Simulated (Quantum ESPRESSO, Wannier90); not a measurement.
## SiC (zinc blende), plane waves to Wannier functions

```
begin unit_cell_cart
ang
    0.0000000000    2.1769950000    2.1769950000
    2.1769950000    0.0000000000    2.1769950000
    2.1769950000    2.1769950000    0.0000000000
end unit_cell_cart
begin atoms_frac
Si  -0.2500000000 -0.2500000000 -0.2500000000
C    0.0000000000  0.0000000000  0.0000000000
end atoms_frac
```

Cell from Materials Project (mp-8062), symmetrised, no further relaxation. COD (Crystallography Open Database) has the formula in 5 space groups, this one among them (matched by group alone). Level: PBEsol, no spin polarisation, no spin-orbit coupling; pw.x of Quantum ESPRESSO at 66 Ry with PseudoDojo potentials, 12×12×12 k-points, Wannier90. Density: 12×12×12 mesh, cold smearing 0.01 Ry.

A tight-binding model is made by disentanglement and projection with no localisation steps (num_iter = 0), so the 8 orbitals stay atom-like: hydrogen-like Si: s;p; C: s;p, axes along x, y, z; frozen window up to 2.73 eV relative to the valence-band maximum. It follows pw.x to 3.7 meV rms for states up to 2.2 eV relative to the valence-band maximum. Matrix elements depend on this choice of orbitals and windows.

The 20 largest hoppings ⟨m,0|H|n,R⟩ between different sites (one of each Hermitian pair; signs follow the real orbitals' lobes; the list may end inside a set of equal values):

```json
[
 {"m": "C2 s", "n": "Si1 s", "R": "0 0 0", "distance of the centres (Å)": "1.89", "t (eV)": "-2.560"},
 {"m": "C2 s", "n": "Si1 s", "R": "0 1 0", "distance of the centres (Å)": "1.89", "t (eV)": "-2.560"},
 {"m": "C2 s", "n": "Si1 s", "R": "0 0 1", "distance of the centres (Å)": "1.89", "t (eV)": "-2.560"},
 {"m": "C2 s", "n": "Si1 s", "R": "1 0 0", "distance of the centres (Å)": "1.89", "t (eV)": "-2.560"},
 {"m": "C2 py", "n": "Si1 s", "R": "0 1 0", "distance of the centres (Å)": "1.89", "t (eV)": "2.180"},
 {"m": "C2 py", "n": "Si1 s", "R": "0 0 0", "distance of the centres (Å)": "1.89", "t (eV)": "2.180"},
 {"m": "C2 py", "n": "Si1 s", "R": "0 0 1", "distance of the centres (Å)": "1.89", "t (eV)": "-2.180"},
 {"m": "C2 py", "n": "Si1 s", "R": "1 0 0", "distance of the centres (Å)": "1.89", "t (eV)": "-2.180"},
 {"m": "C2 pz", "n": "Si1 s", "R": "0 0 1", "distance of the centres (Å)": "1.89", "t (eV)": "2.179"},
 {"m": "C2 pz", "n": "Si1 s", "R": "0 1 0", "distance of the centres (Å)": "1.89", "t (eV)": "-2.179"},
 {"m": "C2 pz", "n": "Si1 s", "R": "0 0 0", "distance of the centres (Å)": "1.89", "t (eV)": "2.179"},
 {"m": "C2 pz", "n": "Si1 s", "R": "1 0 0", "distance of the centres (Å)": "1.89", "t (eV)": "-2.179"},
 {"m": "C2 px", "n": "Si1 s", "R": "0 1 0", "distance of the centres (Å)": "1.89", "t (eV)": "-2.179"},
 {"m": "C2 px", "n": "Si1 s", "R": "1 0 0", "distance of the centres (Å)": "1.89", "t (eV)": "2.179"},
 {"m": "C2 px", "n": "Si1 s", "R": "0 0 1", "distance of the centres (Å)": "1.89", "t (eV)": "-2.179"},
 {"m": "C2 px", "n": "Si1 s", "R": "0 0 0", "distance of the centres (Å)": "1.89", "t (eV)": "2.179"},
 {"m": "C2 s", "n": "Si1 pz", "R": "0 1 0", "distance of the centres (Å)": "1.89", "t (eV)": "2.034"},
 {"m": "C2 s", "n": "Si1 py", "R": "0 0 1", "distance of the centres (Å)": "1.89", "t (eV)": "2.034"},
 {"m": "C2 s", "n": "Si1 pz", "R": "0 0 1", "distance of the centres (Å)": "1.89", "t (eV)": "-2.034"},
 {"m": "C2 s", "n": "Si1 pz", "R": "0 0 0", "distance of the centres (Å)": "1.89", "t (eV)": "-2.034"}
]
```
